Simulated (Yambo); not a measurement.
G0W0@LDA for CaTiF6 (space group R-3m, No. 166, within 0.06 Å of Fm-3m) in Yambo. Reference settings: 2×2×2 Γ-centred k mesh, bands 2 to 209 and a 7 Ry block in the screening, 209 bands in G with the Bruneval-Gonze terminator, plasmon pole fitted at 27.2 eV. The LDA gap Γ → Γ on this mesh is 4.82 eV; G0W0 gaps are taken between the same points.

With and without the terminator, as bands are cut:

```json
[
 {"bands in G (in W)": "85 (209)", "gap, terminator (eV)": "9.643", "gap, none (eV)": "9.906", "valence shift, terminator (eV)": "-2.097", "valence shift, none (eV)": "-1.610"},
 {"bands in G (in W)": "137 (209)", "gap, terminator (eV)": "9.651", "gap, none (eV)": "9.867", "valence shift, terminator (eV)": "-2.106", "valence shift, none (eV)": "-1.791"},
 {"bands in G (in W)": "209 (209)", "gap, terminator (eV)": "9.661", "gap, none (eV)": "9.827", "valence shift, terminator (eV)": "-2.106", "valence shift, none (eV)": "-1.916"}
]
```

Over this range the gap spans 0.018 eV with the terminator and 0.079 eV without, the valence shift 0.009 eV and 0.306 eV. Neither column has reached its limit for certain.

Geometry of the Materials Project entry, not relaxed at this level; primitive cell a = b = c = 5.845 Å, α = β = γ = 59.76°.

A shift is the quasiparticle energy of the state minus its LDA energy.
